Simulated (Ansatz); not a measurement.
Be (hcp, Mg type)

Space group P6₃/mmc (No. 194); a = b = 2.257 Å, c = 3.553 Å, α = β = 90.00°, γ = 120.00°

```json
[
 {"atom": "Be", "site": "2d", "symmetry": "-6m2", "x": "0.6667", "y": "0.3333", "z": "0.2500"}
]
```

The relaxed cell is deformed in two ways at once: its volume V is scaled, and at that volume it is stretched along z (the c axis of the conventional cell) so that c/a changes. Fractional atomic positions are held.

Calculation: PBEsol (plane waves to 420 eV, PAW, scalar-relativistic; Ansatz, a first-principles code). k mesh 23×23×13 (Γ-centred), Fermi-Dirac smearing 0.05 eV. The energy includes the smearing's −TS. With partly filled bands, the response to shear is sensitive to the k mesh, so small differences along c/a are uncertain. Be was relaxed with its symmetry unable to fall. The zero of ΔE is the relaxed starting cell.

Q: What ΔE (kJ/mol of atoms) does the calculation give at all points of the grid V/V₀ = 0.960, 0.980, 1.000, 1.020, 1.040 by (c/a)/(c/a)₀ = 0.960, 0.980, 1.000, 1.020, 1.040?

A: ΔE (kJ/mol of atoms), with V/V₀ across and (c/a)/(c/a)₀ down:

```csv
(c/a)/(c/a)₀ \ V/V₀,0.960,0.980,1.000,1.020,1.040
0.960,1.6,1.1,1.0,1.0,1.3
0.980,0.8,0.4,0.2,0.3,0.6
1.000,0.5,0.1,0.0,0.1,0.4
1.020,0.7,0.3,0.2,0.4,0.7
1.040,1.3,1.0,0.9,1.0,1.4
```

(Under strain, the slope of the energy per volume gives the stress and its curvature an elastic modulus.)
